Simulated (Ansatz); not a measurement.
InIr₃N:
```
CELL_PARAMETERS angstrom
      4.16067     0.00000     0.00000
      0.00000     4.16067     0.00000
      0.00000     0.00000     4.16067
ATOMIC_POSITIONS crystal
  In 0.00000 0.00000 0.00000
  Ir 0.00000 0.50000 0.50000
  Ir 0.50000 0.00000 0.50000
  Ir 0.50000 0.50000 0.00000
  N  0.50000 0.50000 0.50000
```

Relaxed with PBE. Special points in fractions of this cell's reciprocal vectors: Γ (0.000, 0.000, 0.000); X (0.000, 0.500, 0.000); M (0.500, 0.500, 0.000); R (0.500, 0.500, 0.500).

List the band energies nearest the Fermi level at these points for PBE (plane waves, PAW; program Ansatz).

In eV from the Fermi level; about four levels below and three above (degenerate sets whole), none deeper than 8.9 eV; points with the same levels are listed once.

| k | below | above |
|---|---|---|
| Γ | -1.86 -1.86 -1.86 -1.78 -1.78 | 0.23 0.23 0.23 0.23 |
| X | -1.99 -1.36 -0.83 -0.83 | 0.23 1.68 1.70 |
| M | -1.79 -1.31 -0.66 -0.23 | 0.54 0.54 1.24 |
| R | -1.28 -1.28 0.00 0.00 0.00 | 1.71 1.71 1.71 |

Space group Pm-3m (anti-perovskite). The start of the workflow was typed in or built on a structure type; neither database checked (COD, Materials Project) lists it. Its standing as an ambient phase is unchecked. The cell was relaxed with PBE under the symmetry of its start; whether a distortion lowers the energy is not shown. The workflow began spin-polarised and lost its moments. The volume moved by 16 % from the start of the relaxation. Its formation energy is positive at this level, so the cell may be metastable or incomplete. Spin–orbit coupling is left out wherever it is not named.

Potentials: the later of the program's two PAW sets.
